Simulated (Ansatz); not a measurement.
# Al$_{2}$Ru: clamped-ion elastic tensor

Method: Ansatz, DFT LDA, scalar-relativistic, plane waves, PAW. Cutoff 420 eV, 10×10×10 k-points (Γ-centred), Gaussian smearing of 0.01 eV. No spin polarisation.

The cell, relaxed at this level:
```yaml
crystal:
  lattice:
    - [0.00000, 3.95794, 4.35080]
    - [2.33226, 0.00000, 4.35080]
    - [2.33226, 3.95794, 0.00000]
  atoms:
    - { symbol: Al, position: [0.07886, 0.42114, 0.07886] }
    - { symbol: Al, position: [0.42114, 0.07886, 0.42114] }
    - { symbol: Al, position: [0.17114, 0.82886, 0.17114] }
    - { symbol: Al, position: [0.82886, 0.17114, 0.82886] }
    - { symbol: Ru, position: [0.75000, 0.75000, 0.75000] }
    - { symbol: Ru, position: [0.50000, 0.50000, 0.50000] }
```

(1) Give the clamped-ion elastic constants (GPa, Voigt order xx yy zz yz xz xy, on the axes of the cell above).

(2) And the moduli of a polycrystal (Hill averages)?

Results:

(1)
C11 = 392.2, C12 = 81.0, C13 = 109.5, C22 = 348.7, C23 = 93.8, C33 = 408.2, C44 = 106.9, C55 = 164.8, C66 = 125.2 GPa; the others vanish.

(2) B = 190 GPa, G = 135 GPa, E = 328 GPa, ν = 0.21.

Whether Al2Ru exists in this form wasn't checked.

Cost: 1 run of about 6 core-minutes, on Intel Xeon Platinum 8488C (Sapphire Rapids) (shared hosts).